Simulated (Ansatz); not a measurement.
TaAg in space group Pmma (No. 51; Ag on 2e, Ta on 2f) under volume change, DFT-PBEsol in the program Ansatz with PAW potentials, shape and atoms relaxed at each volume.

```
V (Å³/atom)  E − E(relaxed) (meV/atom)  P (GPa)
-----------  -------------------------  -------
15.382                            90.1    20.79
15.889                            37.6    12.62
16.397                             8.8     5.76
16.904                             0.0     0.00
17.411                             7.9    -4.82
17.918                            29.7    -8.84
18.425                            63.1   -12.17
```

Q: What does a third-order Birch–Murnaghan fit give for V₀, B₀ and B′?

A: V₀ = 16.90 Å³/atom, B₀ = 175 GPa, B′ = 4.9.

The start of the workflow was typed in or built on a structure type; neither database checked (COD, Materials Project) lists it. Its standing as an ambient phase is unchecked. The cell was relaxed with PBEsol under the symmetry of its start; phonons show weakly imaginary modes. The run is not spin-polarised. Its formation energy is positive at this level, so the cell may be metastable or incomplete. Spin–orbit coupling is left out wherever it is not named.

Potentials: the earlier of the program's two PAW sets. The files were generated under PBE; for other functionals the program regenerates the frozen cores, and for LDA and PBEsol the local potential too.
